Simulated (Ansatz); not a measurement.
The elements of this relaxed trial crystal are hidden behind letters.

```
lattice vectors (Å)
  -1.8297    1.8297    7.8119
   1.8297   -1.8297    7.8119
   1.8297    1.8297   -7.8119
fractional positions
X 0.4061 0.4061 0.0000
X 0.5939 0.5939 0.0000
Z 0.8072 0.8072 0.0000
Z 0.1928 0.1928 0.0000
Z 0.0000 0.0000 0.0000
```

All numbers below come from DFT PBE, scalar-relativistic, plane waves, PAW in Ansatz 0.2.0. Cutoff 420 eV, Γ-centred 12×12×12 mesh (5-atom cell), Gaussian smearing of 0.10 eV, no spin polarisation.

| Quantity | Value |
| --- | --- |
| Space group | I4/mmm (No. 139) |
| Conventional cell | a = 3.659 Å, c = 15.624 Å |
| Volume per atom | 20.92 Å³ |
| Density | 11.40 g/cm³ |
| Formation energy | +0.21 eV/atom |
| Gap on the 12×12×12 mesh of the 5-atom cell | 0 eV (a metal) |

Energies are uncorrected and count from the elements' standard states at the same level.

**Question.** X is a d-block element of period 6 and Z is a p-block element of period 5. Which elements are they?

**Answer.** X = Ta, Z = Sn, so the formula is Ta2Sn3. Density times volume gives a mean mass of 11.40 × 20.92/1.6605 = 143.6 u per atom, and this set has 143.6 u. Ta is surrounded by 1 Ta at 2.93 Å, 8 Sn at 2.97–3.01 Å, 1 Sn at 3.33 Å and 4 Ta at 3.66 Å; around Sn on a site of symmetry 4mm lie 5 Sn at 3.01–3.15 Å, 4 Ta at 3.01 Å, 1 Ta at 3.33 Å and 4 Sn at 3.66 Å; around Sn on a site of symmetry 4/mmm lie 8 Ta at 2.97 Å, 2 Sn at 3.01 Å and 4 Sn at 3.66 Å. Other sets within the hints have nearly the same mass, so mass alone doesn't settle it; this one was computed.

These runs have no spin–orbit coupling, which can matter for Ta. Symmetry constrained the relaxation, so the result can be a saddle point. Another cell of the same search, in C2/m, lies 78 meV/atom lower, so this cell isn't the stable form at this level.
